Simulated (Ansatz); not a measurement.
BiTePd:
```
BiTePd
1.0
    6.64567     0.00000     0.00000
    0.00000     6.64567     0.00000
    0.00000     0.00000     6.64567
Bi Te Pd
4 4 4
Direct
  0.36712   0.36712   0.36712
  0.13288   0.63288   0.86712
  0.86712   0.13288   0.63288
  0.63288   0.86712   0.13288
  0.62673   0.62673   0.62673
  0.87327   0.37327   0.12673
  0.12673   0.87327   0.37327
  0.37327   0.12673   0.87327
  0.00568   0.00568   0.00568
  0.49432   0.99432   0.50568
  0.50568   0.49432   0.99432
  0.99432   0.50568   0.49432
```

Relaxed with PBEsol. Special points in fractions of this cell's reciprocal vectors: Γ (0.000, 0.000, 0.000); X (0.000, 0.500, 0.000); M (0.500, 0.500, 0.000); R (0.500, 0.500, 0.500); X1 (0.500, 0.000, 0.000).

### Question
List the band energies nearest the Fermi level at these points for PBEsol with spin–orbit coupling in the plane-wave PAW code Ansatz.

### Answer
In eV from the Fermi level; about four levels below and three above (degenerate sets whole), none deeper than 8.9 eV; points with the same levels are listed once.

```json
[
 {"k": "Γ", "below": "-0.69 -0.69 -0.69 -0.69", "above": "0.35 0.35 1.78 1.78"},
 {"k": "X", "below": "-0.30 -0.30 -0.28 -0.28", "above": "0.41 0.41 0.45 0.45"},
 {"k": "M", "below": "-1.11 -1.11 -1.11 -1.11", "above": "0.27 0.27 0.27 0.27"},
 {"k": "R", "below": "-0.66 -0.66 -0.66 -0.66 -0.66 -0.66", "above": "1.38 1.38 1.38 1.38 1.38 1.38"}
]
```

Space group P2_13. The first step of the workflow began from a Materials Project structure, measured or hypothetical; the Crystallography Open Database copy checked does not list it. Whether it is the stable phase at ambient conditions was not checked. The cell was relaxed with PBEsol under the symmetry of its start; its stability against distortions is not shown here. The run is not spin-polarised.

Potentials: the later of the program's two PAW sets.
